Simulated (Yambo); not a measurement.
Yambo run on LiTaF6 (space group R-3, No. 148). The wavefunctions come from this Quantum ESPRESSO step (PBEsol, PseudoDojo standard norm-conserving files, scalar-relativistic):

```
&CONTROL
  calculation = 'nscf'
  pseudo_dir = './pseudo'
  outdir = './out'
/
&SYSTEM
  ibrav = 0
  nat = 8
  ntyp = 3
  ecutwfc = 84.0
  ecutrho = 336.0
  occupations = 'fixed'
  force_symmorphic = .true.
  nbnd = 162
/
&ELECTRONS
  conv_thr = 8e-09
  diago_full_acc = .true.
  diago_thr_init = 1e-08
/
ATOMIC_SPECIES
Li 6.9400 Li.upf
F 18.9984 F.upf
Ta 180.9479 Ta.upf
CELL_PARAMETERS angstrom
  2.584670052000   1.492259950000   4.526000000000
 -2.584670052000   1.492259950000   4.526000000000
  0.000000000000  -2.984519900000   4.526000000000
ATOMIC_POSITIONS crystal
Li   0.500000000000   0.500000000000   0.500000000000
F   0.139030000000   0.754613000000   0.350330000000
F   0.860970000000   0.245387000000   0.649670000000
F   0.754613000000   0.350330000000   0.139030000000
F   0.245387000000   0.649670000000   0.860970000000
F   0.350330000000   0.139030000000   0.754613000000
F   0.649670000000   0.860970000000   0.245387000000
Ta   0.000000000000   0.000000000000   0.000000000000
K_POINTS automatic
2 2 2 0 0 0
```

Yambo input:

```
rim_cut
gw0
dyson
el_el_corr
HF_and_locXC
ppa
em1d
RandQpts= 1000000
RandGvec= 1 Ry
EXXRLvcs= 84 Ry
VXCRLvcs= 336 Ry
Chimod= "HARTREE"
% BndsRnXp
 2 | 160 |
%
NGsBlkXp= 7 Ry
% LongDrXp
 1.0 | 1.0 | 1.0 |
%
PPAPntXp= 27.2114 eV
% GbndRnge
 1 | 160 |
%
GTermKind= "BG"
DysSolver= "n"
ExtendOut
% QPkrange
 1 | 1 | 29 | 30 |
 2 | 2 | 29 | 30 |
 3 | 3 | 29 | 30 |
 4 | 4 | 29 | 30 |
%
```

k points by index: 1 = Γ, 2 = L, 3 = F, 4 = Z.

The o-*.qp file then holds:

```
#    K-point    Band    Eo [eV]    E [eV]    E-Eo [eV]    Vxc [eV]    Vnlxc [eV]    Sc|Eo [eV]    Sc|E [eV]    dSc/dw|Eo [eV]    Re(Z)    Im(Z)
#
    1    29    0.000000    -2.174778    -2.174778    -22.68983    -30.38653    5.006400    5.521918    -6.449844    0.808388    -0.001239
    1    30    6.537026    9.081976    2.544950    -17.67339    -11.39399    -3.300007    -3.734448    -4.644865    0.854190    -0.001499
    2    29    -0.069737    -2.257247    -2.187510    -22.59067    -30.29499    4.998376    5.516809    -6.448549    0.808419    -0.001254
    2    30    6.458053    8.971073    2.513020    -17.53096    -11.30264    -3.286713    -3.715300    -4.640471    0.854308    -0.001600
    3    29    -0.031487    -2.198644    -2.167157    -22.66201    -30.35460    5.011227    5.525440    -6.456138    0.808236    -0.001248
    3    30    6.529867    9.035705    2.505838    -17.93509    -11.83320    -3.164528    -3.596053    -4.685680    0.853097    -0.001612
    4    29    -0.167633    -2.358849    -2.191216    -22.43711    -30.13397    4.986324    5.505649    -6.448685    0.808415    -0.001343
    4    30    6.561631    9.080164    2.518533    -17.68261    -11.48777    -3.245138    -3.676301    -4.658234    0.853833    -0.001247
```
(The two width columns are left out.) Convergence of these settings isn't established.

Spin-orbit coupling is not included.

Geometry of the Materials Project entry, not relaxed at this level.

The structure is a Materials Project entry; no match was found in the copy of COD used, and its stability was not checked.
